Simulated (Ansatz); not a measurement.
The elements of this relaxed trial crystal are hidden behind letters.

```
lattice vectors (Å)
   5.6639    0.0000    0.0000
   2.6741    5.0304    0.0000
   2.1099    1.2321    7.6794
fractional positions
X 0.8365 0.3236 0.5010
X 0.1023 0.0916 0.1212
X 0.4479 0.9551 0.6989
X 0.5948 0.5840 0.1328
X 0.5521 0.0449 0.3011
X 0.4052 0.4160 0.8672
X 0.1635 0.6764 0.4990
X 0.8977 0.9084 0.8788
Z 0.9239 0.4242 0.7997
Z 0.0761 0.5758 0.2003
```

Theory: Ansatz, DFT PBE, scalar-relativistic, plane waves, PAW. Cutoff 420 eV, Γ-centred 8×8×6 mesh (10-atom cell), Gaussian smearing of 0.10 eV, no spin polarisation.

| Quantity | Value |
| --- | --- |
| Space group | P-1 (No. 2) |
| Conventional cell | a = 5.664 Å, b = 5.697 Å, c = 8.059 Å, α = 75.1°, β = 74.8°, γ = 62.0° |
| Volume per atom | 21.88 Å³ |
| Density | 3.16 g/cm³ |
| Energy over the elements | −0.34 eV/atom |
| Gap on the 8×8×6 mesh of the 10-atom cell | 0 eV (a metal) |

Energies are uncorrected and count from the elements' standard states at the same level.

Problem. X is a d-block element of period 4 and Z is a p-block element of period 3. Which elements are they?

Solution. X = Sc, Z = Si, so the formula is Sc4Si. Density times volume gives a mean mass of 3.16 × 21.88/1.6605 = 41.6 u per atom, and this set has 41.6 u. Among the elements that the hints allow, noble gases aside, only these give it. Sc on its first site has 2 Si at 2.82–2.84 Å and 13 Sc at 3.26–3.74 Å; Sc on its second site is surrounded by 3 Si at 2.89–2.92 Å, 8 Sc at 2.93–3.34 Å and 1 Sc at 3.53 Å; around Si lie 10 Sc at 2.82–3.05 Å; 2 more sites not described.

The cell is a metal run without spin; a magnetic state may lie lower. This cell was reached by moving the atoms of another relaxed cell at random and relaxing again, last within the group found; it had no such test of its own.
